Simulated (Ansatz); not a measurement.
## Ansatz run, Na₂IrF₆

Input file of Ansatz 0.2.0:

```yaml
crystal:
  lattice:
    - [2.697073, 4.671467, 0.0]
    - [-2.697073, 4.671467, 0.0]
    - [0.0, 0.0, 4.330184]
  atoms:
    - { symbol: Ir, position: [0.0, 0.0, 0.5] }
    - { symbol: Na, position: [0.6667, 0.6666, 0.20338] }
    - { symbol: Na, position: [0.3333, 0.3334, 0.79662] }
    - { symbol: F, position: [0.15652, 0.15648, 0.2798] }
    - { symbol: F, position: [0.687, 0.15652, 0.2798] }
    - { symbol: F, position: [0.15648, 0.687, 0.2798] }
    - { symbol: F, position: [0.313, 0.84352, 0.7202] }
    - { symbol: F, position: [0.84352, 0.84348, 0.7202] }
    - { symbol: F, position: [0.84348, 0.313, 0.7202] }
  symmetry: { tolerance: 0.0003 }
kpoints:
  mp_grid: { grid: [7, 7, 8], shift: [0, 0, 0] }
  band_path:
    path:
      - [0.0, 0.0, 0.0]
      - [0.49999999, 0.5, 0.0]
      - [0.33333333, 0.66666668, 0.0]
      - [0.0, 0.0, 0.0]
      - [0.0, 0.0, 0.5]
      - [0.49999999, 0.5, 0.5]
      - [0.33333333, 0.66666668, 0.5]
      - [0.0, 0.0, 0.5]
      - [0.49999999, 0.5, 0.5]
      - [0.49999999, 0.5, 0.0]
      - [0.33333333, 0.66666668, 0.5]
    npoints: 6
magnetization:
  spin_polarized: false
scf:
  occupations: { method: fermi_dirac, width: 0.0259 }
  lower_state_search: "off"
  max_iter: 200
hamiltonian:
  pseudopotentials: { kind: paw }
  xc: r2scan
basis:
  ecutwfc: 500
  fft_grid_basis: typed
output:
  forces: true
  stress: true
  eigenvalues: true
  bader: true
  populations: true
  elf: true
  write_potential: true
  volumetric_format: npy
  dos:
    e_range: [-12, 8]
    de: 0.05
    projected: { site_lists: { F: [F], Ir: [Ir], Na: [Na] } }
checkpoint:
  read: saved_state
```

The saved state is an earlier solution for the same cell, perhaps on another mesh. 

Output (shortened):

```
Warning: the atoms were moved onto the symmetric positions of the space group found under crystal.symmetry.tolerance 3.0e-4 (fractional; no operation is sought that the atoms, as they stand in a round, miss by more than twice it, and no atom is moved by as much as it), and the run uses the moved positions.
Pseudopotentials: kind: paw
Pseudopotential: Ir, paw, valence charge 17, recommended cutoff 500 eV (meta_gga), Ir.paw.azcp
Pseudopotential: Na, paw, valence charge 9, recommended cutoff 500 eV (meta_gga), Na.paw.azcp
Pseudopotential: F, paw, valence charge 7, recommended cutoff 500 eV (meta_gga), F.paw.azcp
Functional definition: r2SCAN
  exchange = r2scan_x(k0 = k0, k1 = k1, a1 = a1)
  correlation = r2scan_c
Crystal: 9 atoms, lattice volume = 109.114 Å³
Basis set: ecut = 500 eV, 2763 PW (Γ), exchange–correlation on 160×160×128 points (64 copies of the dense FFT grid, shifted against one another)
Bands: 48, of which v1, the nominal top of the filled ones, is band 39 counted from 1 (38 counted from 0)
Symmetry: 12 space group operations
Space group: P-3m1 (ITA 164), of the structure as read, at distance tolerance 1.4e-3 Å
k-points: 52 of 392
Initial density: read from a saved state, or passed on in memory by an earlier SCF of this step, an earlier step, the calling program or the single point that the run made first
Functional: x = r2scan, c = r2scan; τ floored in thin density (d = 2e-4 eV/Å³)
SCF iter   1: F=-19783.0323 eV  Δρ=1.79e-3  dr2=9.07e-4  dr2_τ=1.50e-3
SCF iter   2: F=-19783.0322 eV  Δρ=1.90e-3  dr2=1.51e-3  dr2_τ=2.46e-4
SCF iter   3: F=-19783.0327 eV  Δρ=3.47e-4  dr2=9.69e-5  dr2_τ=1.93e-5
SCF iter   4: F=-19783.0327 eV  Δρ=1.96e-4  dr2=5.77e-5  dr2_τ=8.66e-7
SCF iter   5: F=-19783.0327 eV  Δρ=1.70e-4  dr2=4.17e-5  dr2_τ=5.95e-7
SCF iter   6: F=-19783.0328 eV  Δρ=1.01e-4  dr2=1.00e-5  dr2_τ=4.90e-7
SCF iter   7: F=-19783.0328 eV  Δρ=2.23e-5  dr2=2.89e-7  dr2_τ=6.87e-8
SCF iter   8: F=-19783.0328 eV  Δρ=7.07e-6  dr2=2.04e-8  dr2_τ=4.96e-9
Free energy (F): -19783.0328 eV
Harris-Foulkes:  -19783.0328 eV  (|F-HF|=4.05e-9)
Internal energy: -19783.0072 eV  (E = F + TS)
E sigma→0 (E₀):  -19783.0200 eV
Entropy (-TS):   -0.0256 eV (-2.839 meV/atom)
Fermi energy:    7.2037 eV
--- Forces (eV/Å), atoms counted from 1 ---
  atom   1  Ir     0.0000     0.0000     0.0000
  atom   2  Na     0.0000     0.0000    -0.0691
  atom   3  Na     0.0000     0.0000     0.0691
  atom   4  F      0.0000     7.3411    -4.7200
  atom   5  F     -6.3576    -3.6706    -4.7200
  atom   6  F      6.3576    -3.6706    -4.7200
  atom   7  F      6.3576     3.6706     4.7200
  atom   8  F      0.0000    -7.3411     4.7200
  atom   9  F     -6.3576     3.6706     4.7200
--- Stress (GPa, compression-positive) ---
       44.1613       0.0000       0.0000
        0.0000      44.1613       0.0000
        0.0000       0.0000      37.0100
  P = ⅓ Tr σ = 41.7775 GPa (417.775 kbar)
--- Löwdin populations: 9 sites ---
  site symbol       q [e]
     0     Ir     15.1087
     1     Na      8.2095
     2     Na      8.2095
     3      F      7.5320
     4      F      7.5320
     5      F      7.5320
     6      F      7.5320
     7      F      7.5320
     8      F      7.5320
  spilling = 0.0036 (of n_electrons = 77.0000)
```

Origin: a known structure type with other elements, at an estimated volume, so it need not be a known compound. Caveats: many states at the Fermi level without spin polarisation, so a magnetic state may lie lower; atoms or cell far from equilibrium.
